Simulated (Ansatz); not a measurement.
Task: InP (NiAs type, P6_3/mmc) is relaxed with DFT-r²SCAN in the program Ansatz with PAW potentials. What lattice parameters of the conventional cell result?

Result: a = 3.855 Å, c = 6.552 Å.

Task: Is it a metal or does it have a gap at this level?

Result: No gap at this level.

The start of the workflow was typed in or built on a structure type; neither database checked (COD, Materials Project) lists it. It is not the phase usual at ambient conditions (space group No. 216). The r²SCAN relaxation kept the symmetry of its start; whether a distortion lowers the energy is not shown. Scalar-relativistic: spin–orbit coupling is off unless named, which matters more the heavier the elements.

Potentials: the earlier of the program's two PAW sets.
